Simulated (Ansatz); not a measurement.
**Squeezing and stretching Ge**

Reference cell: an entry of the Crystallography Open Database (COD), whose atoms a relaxation with PBE at fixed cell left in place.

```cif
data_structure
_symmetry_space_group_name_H-M 'P 1'
_symmetry_Int_Tables_number 1
_cell_length_a 4.0004
_cell_length_b 4.0004
_cell_length_c 4.0004
_cell_angle_alpha 60.000
_cell_angle_beta 60.000
_cell_angle_gamma 60.000
_cell_volume 45.27
loop_
_atom_site_label
_atom_site_type_symbol
_atom_site_fract_x
_atom_site_fract_y
_atom_site_fract_z
_atom_site_occupancy
Ge1 Ge 0.00000 0.00000 0.00000 1
Ge2 Ge 0.25000 0.25000 0.25000 1
```

Atom numbers follow the list; atoms alike are taken as one site, whose name carries the number of the first.

Method: Kohn–Sham DFT in Ansatz, PBE, plane waves and PAW, scalar-relativistic, 420 eV cutoff, Γ-centred 14×14×14 k-points, Fermi–Dirac smearing 0.05 eV.

The cell is scaled uniformly, and the ions relax again at each size.

```
V/V₀  pressure (GPa)
0.94             9.1
0.96             7.1
0.98             5.3
1.00             3.7
1.02               ?
1.04             0.9
1.06            -0.2
```

Q: Estimate the row at V/V₀ = 1.02 and the bulk modulus.

A: pressure (GPa): 2.2. Worked: a parabola in ln(V/V₀) through the other 6 rows gives 2.2 GPa there. It crosses zero pressure at V/V₀ = 1.056, the equilibrium volume of this functional, where the bulk modulus is B = −dP/d ln V = 57 GPa.
